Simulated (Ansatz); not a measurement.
SiGe:
```yaml
crystal:
  lattice:
    - [3.82592, 0.00000, 0.00000]
    - [0.00000, 3.82592, 0.00000]
    - [0.00000, 0.00000, 5.34646]
  atoms:
    - { symbol: Ge, position: [0.50000, 0.00000, 0.33497] }
    - { symbol: Ge, position: [0.00000, 0.50000, 0.66503] }
    - { symbol: Si, position: [0.00000, 0.00000, 0.00000] }
    - { symbol: Si, position: [0.50000, 0.50000, 0.00000] }
```

Relaxed with PBE. Special points in fractions of this cell's reciprocal vectors: Γ (0.000, 0.000, 0.000); X (0.000, 0.500, 0.000); M (0.500, 0.500, 0.000); Z (0.000, 0.000, 0.500); R (0.000, 0.500, 0.500); A (0.500, 0.500, 0.500).

Problem. List the band energies nearest the Fermi level at these points for DFT-PBE in the program Ansatz with PAW potentials.

Solution. In eV from the Fermi level; about four levels below and three above (degenerate sets whole), none deeper than 8.9 eV; points with the same levels are listed once.

| k | below | above |
|---|---|---|
| Γ | -3.49 -3.49 -2.85 -0.43 | 1.70 1.70 1.79 |
| X | -3.78 -3.78 -1.29 -1.29 | 0.90 0.90 3.94 3.94 |
| M | -2.46 -2.46 -0.57 -0.57 | 0.12 0.12 8.88 8.88 |
| Z | -2.72 -2.27 -0.38 -0.38 | 0.77 1.46 3.54 |
| R | -1.09 -1.09 -0.23 -0.23 | 0.56 0.56 2.23 2.23 |
| A | -4.39 -4.39 -4.31 -4.31 | 3.34 3.34 4.31 4.31 |

Space group P4/nmm. The cell is a constructed one: a structure type filled with these elements; neither database checked (COD, Materials Project) lists it. Its standing as an ambient phase is unchecked. The PBE relaxation kept the symmetry of its start; whether a distortion lowers the energy is not shown. A crystal of weakly bound layers computed without a dispersion correction: the cell and the soft elastic constants depend strongly on that. Scalar-relativistic: spin–orbit coupling is off unless named, which matters more the heavier the elements.

Potentials: the later of the program's two PAW sets.
